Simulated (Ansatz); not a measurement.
## Two states of SrVO3

```
Sr V O
1.0
     3.80888    3.80888    0.00000
     0.00000    3.80888    3.80888
     3.80888    0.00000    3.80888
Sr V O
2 2 6
Direct
  0.25000 0.25000 0.25000
  0.75000 0.75000 0.75000
  0.00000 0.00000 0.00000
  0.50000 0.50000 0.50000
  0.25000 0.75000 0.25000
  0.75000 0.25000 0.75000
  0.25000 0.25000 0.75000
  0.75000 0.75000 0.25000
  0.25000 0.75000 0.75000
  0.75000 0.25000 0.25000
```

Single point in Ansatz 0.2.0 with r2SCAN, with U_eff = 4.83 eV on V d (all-electron-ortho-atomic projectors). Cutoff 500 eV, PAW datasets, 6×6×6 Γ-centred k mesh, cold filling (width 0.1857 eV).

State A: V3 up, V4 up (collinear spin). State B: V3 up, V4 down (collinear spin).

Q: Compare the two self-consistent states.

A: State A is lower by 2.3 meV an atom at zero smearing.

```csv
state,free energy (meV/atom),largest moment in a small sphere (μB),net moment (μB/cell),gap on mesh (eV),pressure (GPa),largest force (eV/Å)
A,0.0,0.84,2.00,0.99,9.7,0.73
B,2.3,0.81,0.00,1.46,9.7,0.68
```

Origin: a database entry at a rescaled volume. Caveats: the state breaks the symmetry of the cell; wide smearing.
